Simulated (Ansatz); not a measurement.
Trial structure of TmSb₂Cl₂, not yet relaxed:

```
Tm Sb Cl
1.0
     5.07924    0.00000    0.00000
     0.00000    5.07924    0.00000
     0.00000    0.00000    6.03619
Tm Sb Cl
1 2 2
Direct
  0.00000 0.00000 0.50000
  0.00000 0.50000 0.00000
  0.50000 0.00000 0.00000
  0.00000 0.00000 0.00000
  0.50000 0.50000 0.00000
```

The calculation used DFT PBE, scalar-relativistic, plane waves, PAW, and for the lanthanide a 4f-in-core norm-conserving potential (Ansatz). Settings: cutoff 690 eV, Γ-centred mesh 4×4×4 on the computed 5-atom cell, Gaussian smearing of 0.10 eV; no spin polarisation.

The zero of energy is the elements' standard structures at the same level (Cl₂ as a molecule); no fitted shifts are applied.

**Question.** Estimate its pressure, forces and energy as it stands.

**Answer.** The pressure is 12.6 GPa (the mean over three directions, positive in compression), the largest force is 0.00 eV/Å (symmetry fixes the atoms), and the energy is +0.77 eV/atom against the elements. The shortest distance is 2.54 Å.

**Question.** Is it a good guess?

**Answer.** A rough one: relaxing gains about 0.75 eV/atom (the start's value is from the coarse mesh, so the gain is rough) in 13 ionic steps and ends at +0.01 eV/atom on the finer mesh. The symmetry stays P4/mmm (No. 123). The volume per atom grows by 10.3 %, from 31.1 to 34.3 Å³. The shortest distance goes from 2.54 Å (Sb–Cl) to 2.46 Å (Tm–Cl). The ratio c/a of the conventional cell changes by a factor of 0.70. Conventional cell: a = 5.910 Å, c = 4.916 Å. Around Tm lie 2 Cl at 2.46 Å; around Sb lie 4 Cl at 2.96 Å; around Cl on its first site lie 2 Tm at 2.46 Å and 4 Sb at 2.96 Å; 1 more site not described.

The last run used a 6×6×8 mesh (in the run's order of axes) for its 5-atom cell and Gaussian smearing of 0.10 eV. For metals, differences of a few meV/atom aren't resolved. Spin–orbit coupling, which can matter for Sb, is left out. An odd number of valence electrons (the lanthanide is held trivalent, its 4f shell in the core) allows no gap without spin; another valence of the lanthanide, a larger cell or a magnetic state could open one. The relaxation can't lower the symmetry of the start, and the grade says only how near the guess is to its own end. A structure relaxed within its symmetry needn't be a true minimum. Another cell of TmSb2Cl2 relaxed alike, in P-3m1, lies 1.08 eV/atom lower, so this cell isn't the stable form at this level.

The lanthanide is trivalent by construction, without f bands, f moments or other valences. The reference runs of the other elements, and any phases without the lanthanide, used 420 eV, which shifts energies against them by under 10 meV/atom. The lanthanide's reference is the lowest of its hcp, dhcp and fcc cells.
